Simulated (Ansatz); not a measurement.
# Is this structure of Zr₆InPb₂ stable?

Atoms and cell were relaxed at zero pressure (10.5 % in volume from the start). The relaxed cell:

```
CELL_PARAMETERS angstrom
7.93889 0.00000 0.00000
-3.96945 6.87528 0.00000
0.00000 0.00000 3.92534
ATOMIC_POSITIONS crystal
Pb 0.33333 0.66667 0.50000
Pb 0.66667 0.33333 0.50000
Zr 0.60211 0.00000 0.00000
Zr 0.39789 0.39789 0.00000
Zr 0.00000 0.60211 0.00000
Zr 0.26028 0.00000 0.50000
Zr 0.73972 0.73972 0.50000
Zr 0.00000 0.26028 0.50000
In 0.00000 0.00000 0.00000
```

Space group P-62m (No. 189); conventional cell a = 7.939 Å, b = 7.939 Å, c = 3.925 Å, α = 90.00°, β = 90.00°, γ = 120.00°.

Method: PBE in Ansatz 0.2.0, PAW datasets, plane waves to 420 eV, 5×5×9 Γ-centred mesh, fermi-dirac occupations of width 0.100 eV. Spin: none; no U, no spin-orbit coupling.

Question: What is its formation energy?

Answer: -0.189 eV an atom at 0 K against the elements' lowest computed crystals and the free molecules of gases, with no empirical correction.

Question: Does it lie on the convex hull?

Answer: Among the phases that we computed and relaxed alike, the lowest mixture with other formulas is 40 % Zr3In + 49 % Zr5Pb3 + 11 % Zr$_{5}$InPb$_{3}$ (shares of atoms). The cell lies 68 meV an atom above it, so it would gain by splitting into them.

The start was: a known structure type with other elements put in, at an estimated volume. An invented cell need not be a known compound.

Caveats: differences under 20 meV an atom lie within the error of meshes and cutoff; the relaxation keeps the start's symmetry, so a distorted cell may lie lower; no spin-orbit coupling, which can move compounds of heavy elements by tens of meV.
